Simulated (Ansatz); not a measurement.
A relaxed cell of Sn (I4₁/amd (No. 141)), relaxed on a k-mesh at least as fine as the one used below. All values below come from PBEsol (plane waves to 420 eV, PAW, scalar-relativistic; Ansatz, an electronic-structure program). Γ-centred k-mesh 12×12×8 on the run's cell (coarser than for final values), Fermi–Dirac smearing 0.05 eV.

```
CELL_PARAMETERS angstrom
     -2.91656     2.91656     1.57902
      2.91656    -2.91656     1.57902
      2.91656     2.91656    -1.57902
ATOMIC_POSITIONS crystal
  Sn 0.75000 0.25000 0.50000
  Sn 0.00000 0.00000 0.00000
```

The atoms are displaced by (Å):

```csv
atom,ux,uy,uz
Sn1,0.039,0.031,0.111
Sn2,0.136,-0.023,0.096
```

Q: What forces (eV/Å) and pressure result?

A: 
```tsv
atom	Fx	Fy	Fz
Sn1	0.37	-0.18	-0.03
Sn2	-0.37	0.18	0.03
```

Pressure +0.2 GPa.

No spin polarisation in the result.

The run that gave the undisplaced cell could not lose the symmetry of its start.
